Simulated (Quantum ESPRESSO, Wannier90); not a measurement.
**CuI (Cmcm): Wannier90 run**

Materials Project entry mp-1007922; symmetrised, unrelaxed at this level. Not found in the COD (Crystallography Open Database) copy used, which has the formula in other groups; not checked further. Level: PBEsol, spinors with spin-orbit coupling; pw.x of Quantum ESPRESSO at 74 Ry with PseudoDojo potentials, 4×4×6 k-points, Wannier90. Density: 6×6×8 mesh, Gaussian smearing 0.01 Ry. A non-magnetic state is assumed, with no Hubbard U; filled 3d bands tend to lie too high at this level. The cell is built of weakly bound layers, chains or molecules. Database cells relaxed without dispersion often hold them too far apart, which can enlarge gaps and weakens couplings between them; spacing and stacking were not compared with the measured crystal.

On the energy scale of pw.x, whose zero is arbitrary, the valence-band maximum lies at 6.00 eV.

Input w.win:

```
num_bands = 4
num_wann = 4
exclude_bands = 1-16,21-78
spinors = true
num_iter = 1000
conv_tol = 1.0e-6
conv_window = 4
write_hr = true
write_u_matrices = true
auto_projections = true
begin unit_cell_cart
ang
    3.7331700000   -3.7110850000    0.0000000000
    3.7331700000    3.7110850000    0.0000000000
    0.0000000000    0.0000000000    4.3070000000
end unit_cell_cart
begin atoms_frac
Cu   0.4204400000 -0.4204400000 -0.2500000000
Cu  -0.4204400000  0.4204400000  0.2500000000
I   -0.2299600000  0.2299600000 -0.2500000000
I    0.2299600000 -0.2299600000  0.2500000000
end atoms_frac
mp_grid = 4 4 6
begin kpoints
0.0000000000 0.0000000000 0.0000000000
0.0000000000 0.0000000000 0.1666666667
0.0000000000 0.0000000000 0.3333333333
... (93 more lines: the 4x4x6 mesh through Gamma)
end kpoints
```

Input of pw2wannier90.x that gives the overlap and projection files (equivalent; here they were cut from one run over all bands):

```
&inputpp
  outdir = './out'
  prefix = 'pwscf'
  seedname = 'w'
  write_amn = .true.
  write_mmn = .true.
  atom_proj = .true.
  atom_proj_exclude = 1 2 3 4 5 6 7 8 9 10 11 12 13 14 15 16 17 18 19 20 21 22 23 24 25 26 27 28 29 30 31 32 33 34 35 36 37 38 39 40 43 44 45 46 47 48 51 52 53 54 55 56
/
```

Output w.wout (banner and timings cut):

```
                                    ------
                                    SYSTEM
                                    ------

                              Lattice Vectors (Ang)
                    a_1     3.733170  -3.711085   0.000000
                    a_2     3.733170   3.711085   0.000000
                    a_3     0.000000   0.000000   4.307000

                   Unit Cell Volume:     119.33931  (Ang^3)

                        Reciprocal-Space Vectors (Ang^-1)
                    b_1     0.841535  -0.846543   0.000000
                    b_2     0.841535   0.846543  -0.000000
                    b_3    -0.000000   0.000000   1.458831

 *----------------------------------------------------------------------------*
 |   Site       Fractional Coordinate          Cartesian Coordinate (Ang)     |
 +----------------------------------------------------------------------------+
 | cu   1   0.42044  -0.42044  -0.25000   |    0.00000  -3.12058  -1.07675    |
 | cu   2  -0.42044   0.42044   0.25000   |    0.00000   3.12058   1.07675    |
 | i    1  -0.22996   0.22996  -0.25000   |    0.00000   1.70680  -1.07675    |
 | i    2   0.22996  -0.22996   0.25000   |    0.00000  -1.70680   1.07675    |
 *----------------------------------------------------------------------------*
                                ------------
                                K-POINT GRID
                                ------------

             Grid size =  4 x  4 x  6      Total points =   96

 *---------------------------------- MAIN ------------------------------------*
 |  Number of Wannier Functions               :                 4             |
 |  Number of Objective Wannier Functions     :                 4             |
 |  Number of input Bloch states              :                 4             |
 |  Output verbosity (1=low, 5=high)          :                 1             |
 |  Timing Level (1=low, 5=high)              :                 1             |
 |  Optimisation (0=memory, 3=speed)          :                 3             |
 |  Length Unit                               :               Ang             |
 |  Post-processing setup (write *.nnkp)      :                 F             |
 |  Using Gamma-only branch of algorithms     :                 F             |
 *----------------------------------------------------------------------------*
 *------------------------------- WANNIERISE ---------------------------------*
 |  Total number of iterations                :              1000             |
 |  Number of CG steps before reset           :                 5             |
 |  Trial step length for line search         :             2.000             |
 |  Convergence tolerence                     :         0.100E-05             |
 |  Convergence window                        :                 4             |
 |  Iterations between writing output         :                 1             |
 |  Iterations between backing up to disk     :               100             |
 |  Write r^2_nm to file                      :                 F             |
 |  Write xyz WF centres to file              :                 F             |
 |  Write on-site energies <0n|H|0n> to file  :                 F             |
 |  Use guiding centre to control phases      :                 F             |
 |  Use phases for initial projections        :                 F             |
 *----------------------------------------------------------------------------*
 *-------------------------------- PLOTTING ----------------------------------*
 |  Plotting Hamiltonian in WF basis          :                 T             |
 *----------------------------------------------------------------------------*

       ... (k-mesh section left out)

 Starting a new Wannier90 calculation ...

 Reading overlaps from w.mmn

 Reading projections from w.amn

 *------------------------------- WANNIERISE ---------------------------------*
 +--------------------------------------------------------------------+<-- CONV
 | Iter  Delta Spread     RMS Gradient      Spread (Ang^2)            |<-- CONV
 +--------------------------------------------------------------------+<-- CONV

 ------------------------------------------------------------------------------
 Initial State
  WF centre and spread    1  ( -0.000000,  1.843972, -1.076750 )     1.34535554
  WF centre and spread    2  ( -0.000000,  1.843972, -1.076750 )     1.34535554
  WF centre and spread    3  (  0.000000, -1.843972,  1.076750 )     1.34535554
  WF centre and spread    4  ( -0.000000, -1.843972,  1.076750 )     1.34535554
  Sum of centres and spreads ( -0.000000, -0.000000,  0.000000 )     5.38142217

      0     0.538E+01     0.0000000000        5.3814221639  <-- CONV
        O_D=      0.0002211 O_OD=      0.0010362 O_TOT=      5.3814222 <-- SPRD
 ------------------------------------------------------------------------------
      1    -0.290E-04     0.0064336324        5.3813931713  <-- CONV
        O_D=      0.0001925 O_OD=      0.0010358 O_TOT=      5.3813932 <-- SPRD
      2    -0.598E-05     0.0031530125        5.3813871923  <-- CONV
        O_D=      0.0001867 O_OD=      0.0010357 O_TOT=      5.3813872 <-- SPRD
      3    -0.173E-06     0.0005748617        5.3813870195  <-- CONV
        O_D=      0.0001865 O_OD=      0.0010357 O_TOT=      5.3813870 <-- SPRD
      4    -0.677E-08     0.0001454853        5.3813870127  <-- CONV
        O_D=      0.0001865 O_OD=      0.0010357 O_TOT=      5.3813870 <-- SPRD
      5    -0.346E-08     0.0000614556        5.3813870093  <-- CONV
        O_D=      0.0001865 O_OD=      0.0010357 O_TOT=      5.3813870 <-- SPRD
      6    -0.522E-09     0.0000442135        5.3813870088  <-- CONV
        O_D=      0.0001865 O_OD=      0.0010357 O_TOT=      5.3813870 <-- SPRD
             <<<     Delta < 1.000E-06  over  4 iterations     >>>
             <<< Wannierisation convergence criteria satisfied >>>
 Final State
  WF centre and spread    1  ( -0.000000,  1.843972, -1.076750 )     1.34534675
  WF centre and spread    2  ( -0.000000,  1.843972, -1.076750 )     1.34534675
  WF centre and spread    3  (  0.000000, -1.843972,  1.076750 )     1.34534675
  WF centre and spread    4  ( -0.000000, -1.843972,  1.076750 )     1.34534675
  Sum of centres and spreads ( -0.000000, -0.000000,  0.000000 )     5.38138701

         Spreads (Ang^2)       Omega I      =     5.380164829
        ================       Omega D      =     0.000186525
                               Omega OD     =     0.001035654
    Final Spread (Ang^2)       Omega Total  =     5.381387009
```
